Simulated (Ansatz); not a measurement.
This guess for InSb3 is about to be relaxed.

```yaml
crystal:
  lattice:
    - [4.04347, 0.00000, 0.00000]
    - [0.00000, 4.04347, 0.00000]
    - [0.00000, 0.00000, 8.22503]
  atoms:
    - { symbol: In, position: [0.00000, 0.00000, 0.32442] }
    - { symbol: Sb, position: [0.50000, 0.50000, 0.77846] }
    - { symbol: Sb, position: [0.00000, 0.00000, 0.02384] }
    - { symbol: Sb, position: [0.00000, 0.00000, 0.62987] }
```

Computed with DFT PBE, scalar-relativistic, plane waves, PAW in Ansatz 0.2.0. Cutoff 420 eV, Gaussian smearing, Γ-centred meshes. Cell and atoms relax first on a coarse mesh and then on a finer one. In between, the cell is made exact in the group found at 0.06 Å. In metals the finer mesh still leaves noise of several meV/atom or more. The steps can't lower the symmetry of their start. No spin polarisation.

A guess keeps its type if space group and coordination stay and the shape of the cell changes little (axis ratios within about 15 %, angles within 6°); the volume may change.

**Question.** Does this structure survive the relaxation?

**Answer.** It doesn't keep its type. The symmetry goes from P4mm (No. 99) to P4/mmm (No. 123). The volume per atom shrinks by 13.4 %, from 33.6 to 29.1 Å³. The shortest distance goes from 2.47 Å (In–Sb) to 3.04 Å (In–Sb). Counting neighbours within 15 % of an atom's shortest distance, the start has In 2, Sb 1/8 and the end In 6, Sb 4/5. In detail, at the end In is surrounded by 2 Sb at 3.04 Å and 4 In at 3.11 Å; around Sb on a site of symmetry 4/mmm lie 4 Sb at 3.11 Å and 8 Sb at 3.69 Å; Sb on a site of symmetry 4mm is surrounded by 1 In at 3.04 Å, 4 Sb at 3.11 Å and 4 Sb at 3.69 Å.

```cif
data_structure
_symmetry_space_group_name_H-M 'P4/mmm'
_symmetry_Int_Tables_number 123
_cell_length_a 3.1135
_cell_length_b 3.1135
_cell_length_c 12.0124
_cell_angle_alpha 90.000
_cell_angle_beta 90.000
_cell_angle_gamma 90.000
_cell_volume 116.45
loop_
_atom_site_label
_atom_site_type_symbol
_atom_site_symmetry_multiplicity
_atom_site_Wyckoff_symbol
_atom_site_fract_x
_atom_site_fract_y
_atom_site_fract_z
_atom_site_occupancy
In1 In 1 a 0.00000 0.00000 0.00000 1
Sb1 Sb 1 d 0.50000 0.50000 0.50000 1
Sb2 Sb 2 g 0.00000 0.00000 0.74691 1
```

The last run used a 16×16×4 mesh (in the run's order of axes) for its 4-atom cell and Gaussian smearing of 0.10 eV. No dispersion correction is applied, so the spacing and binding between layers, chains or molecules are poorly described. Spin–orbit coupling, which can matter for Sb, is left out. A structure relaxed within its symmetry needn't be a true minimum. Another cell of InSb3 relaxed alike, in Fm-3m (a Materials Project cell), lies 31 meV/atom lower, so this cell isn't the stable form at this level.

In counts of neighbours, a slash parts the counts of unlike sites.
